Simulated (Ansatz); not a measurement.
P (black phosphorus, space group No. 64) under volume change, DFT-PBE+D3(BJ) in the program Ansatz with PAW potentials, shape and atoms relaxed at each volume.

```csv
V (Å³/atom),E − E(relaxed) (meV/atom),P (GPa)
16.037,13.1,2.89
16.566,5.7,1.74
17.095,1.4,0.88
17.623,0.0,0.00
18.152,1.2,-0.72
18.681,4.7,-1.34
19.209,9.8,-1.80
```

### Question
What does a third-order Birch–Murnaghan fit give for V₀, B₀ and B′?

### Answer
V₀ = 17.63 Å³/atom, B₀ = 25.3 GPa, B′ = 4.0.

Space group Cmce (black phosphorus). The PBE+D3(BJ) relaxation kept the symmetry of its start.

Potentials: the later of the program's two PAW sets.
